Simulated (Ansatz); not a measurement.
A generated cell, in the space group of a known form (sites not compared), of CsCl: Pm-3m (No. 221), cP2, CsCl type; a = 4.1403 Å, b = 4.1403 Å, c = 4.1403 Å, α = 90.00°, β = 90.00°, γ = 90.00°; Cs 1a (0.000, 0.000, 0.000); Cl 1b (0.500, 0.500, 0.500). All values below come from r2SCAN (plane waves to 500 eV, PAW, scalar-relativistic; Ansatz, a first-principles code). Element references, the lowest calculated here: Cs (Im-3m), Cl (Cmce); gases are represented by their molecular solids.

Q: What is the computed formation energy of this Pm-3m form of CsCl from the elements (r2SCAN)?

A: -2.19 eV/atom.

A lower structure of this composition may exist. A known form of CsCl has the same space group; whether the sites agree was not checked.

Static energies, no anion corrections, no zero-point energy. Values are rounded to 0.01 eV/atom. Not shown to be the ambient phase of their composition (a lower form may be missing, and a cell relaxed within its start's symmetry can be a saddle point): CsCl (Pm-3m). The compounds carry no spin polarisation.
